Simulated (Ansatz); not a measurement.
Is this NbC₂ structure a true minimum?

The structure comes from a generated guess, relaxed at this level; another structure or a mixture of phases may lie lower.

Method: Ansatz 0.2.0, DFT PBE, scalar-relativistic, plane waves, PAW. Cutoff 420 eV; k points 12×12×8 on the computed 6-atom cell (Γ-centred); Gaussian smearing, width 0.10 eV; no spin polarisation.

The cell below (6 atoms, space group P6_3/mmc (No. 194)) is relaxed within its symmetry.

```xyz
6
Lattice="3.8273 0.0000 0.0000 -1.9137 3.3145 0.0000 0.0000 0.0000 5.7266" Properties=species:S:1:pos:R:3 pbc="T T T"
Nb    0.0000    2.2097    1.4317
Nb    1.9137    1.1048    4.2950
C     0.0000    2.2097    3.6251
C     1.9137    1.1048    0.7618
C     0.0000    2.2097    4.9649
C     1.9137    1.1048    2.1015
```

For the test a repeat of it with 12 atoms (edges 3.83, 3.83, 11.45 Å) was strained at random (σ = 1.5 % a component), the atoms were moved at random (σ = 0.10 Å), and all was relaxed again on a coarse 6×6×2 mesh (in the run’s order of axes) with 0.20 eV smearing, with no symmetry imposed.

Task: Is the structure stable against such a distortion?

Result: It doesn't return. The energy falls by 318 meV/atom on that mesh, the volume changes by -11.9 %, and the end has space group P-1 (No. 2) at a loose tolerance. Relaxed again on a 12×10×4 mesh with 0.10 eV smearing, the new structure lies 317 meV/atom below the first (mesh in the axes of the run's cell; the cell below is made exact in the group named). Space group P-1 (No. 2), triclinic, a = 3.225 Å, b = 4.122 Å, c = 10.537 Å, α = 79.1°, β = 88.2°, γ = 68.6°. Around Nb on its first site lie 7 C at 2.23–2.34 Å; Nb on its second site is surrounded by 1 C at 2.01 Å and 7 C at 2.20–2.50 Å; C on its first site is surrounded by 1 C at 1.44 Å and 4 Nb at 2.20–2.31 Å; around C on its second site lie 1 C at 1.40 Å, 1 Nb at 2.01 Å and 3 Nb at 2.23–2.32 Å; 2 more sites not described.

```
CELL_PARAMETERS angstrom
3.22467 0.00000 0.00000
1.50316 3.83821 0.00000
0.33944 1.99771 10.34042
ATOMIC_POSITIONS crystal
Nb 0.77726 0.41832 0.14620
Nb 0.52652 0.08727 0.63423
Nb 0.47348 0.91273 0.36577
Nb 0.22274 0.58168 0.85380
C 0.79844 0.31326 0.36548
C 0.52758 0.99589 0.82842
C 0.42025 0.14151 0.03891
C 0.05248 0.65150 0.51201
C 0.94752 0.34850 0.48799
C 0.57975 0.85849 0.96109
C 0.47242 0.00411 0.17158
C 0.20156 0.68674 0.63452
```
